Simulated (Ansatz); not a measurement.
Level of theory: DFT PBE, scalar-relativistic, plane waves, PAW (Ansatz 0.2.0). All cells share a 420 eV cutoff and Γ-centred k meshes spaced at most about 0.3 Å⁻¹ (about 0.25 or finer for metals, 2π included). No spin polarisation in the final relaxations.

All energies are static (0 K, no zero-point motion).

Two relaxed structures of Si3Ag:

A.

```yaml
crystal:
  lattice:
    - [0.00000, 3.19354, 3.19354]
    - [3.19354, 0.00000, 3.19354]
    - [3.19354, 3.19354, 0.00000]
  atoms:
    - { symbol: Si, position: [0.50000, 0.50000, 0.50000] }
    - { symbol: Si, position: [0.25000, 0.25000, 0.25000] }
    - { symbol: Si, position: [0.75000, 0.75000, 0.75000] }
    - { symbol: Ag, position: [0.00000, 0.00000, 0.00000] }
```

B.

```yaml
crystal:
  lattice:
    - [4.02412, 0.00000, 0.00000]
    - [0.00000, 4.02412, 0.00000]
    - [0.00000, 0.00000, 4.02412]
  atoms:
    - { symbol: Si, position: [0.50000, 0.50000, 0.00000] }
    - { symbol: Si, position: [0.50000, 0.00000, 0.50000] }
    - { symbol: Si, position: [0.00000, 0.50000, 0.50000] }
    - { symbol: Ag, position: [0.00000, 0.00000, 0.00000] }
```

Question: Which is lower in energy, and by how much?

Answer: B is lower, by 25 meV/atom. A has the BiF3 (D0_3) type, space group Fm-3m (No. 225), 16.3 Å³/atom and no gap on its mesh; B has the Cu3Au (L1_2) type, space group Pm-3m (No. 221), 16.3 Å³/atom and no gap. Counting Si atoms around Ag (those within 1.25 times the shortest such distance or 1.15 times the sum of covalent radii; a plus sign parts nearer from farther groups), A has Ag 8+6 and B has Ag 12. Even the lower one lies +0.55 eV/atom against the reference forms of the elements (uncorrected), so neither is stable at this level. In A, around Si on a site of symmetry m-3m lie 8 Si at 2.77 Å and 6 Ag at 3.19 Å; around Si on a site of symmetry -43m lie 4 Ag at 2.77 Å, 4 Si at 2.77 Å and 6 Si at 3.19 Å; Ag has 8 Si at 2.77 Å and 6 Si at 3.19 Å. In B, Si has 4 Ag at 2.85 Å and 8 Si at 2.85 Å; Ag has 12 Si at 2.85 Å. Both come from invented guesses.

A magnetic state wasn't ruled out in cells without spin, among them Fm-3m, Pm-3m. Cells relaxed within their symmetry can be saddle points.
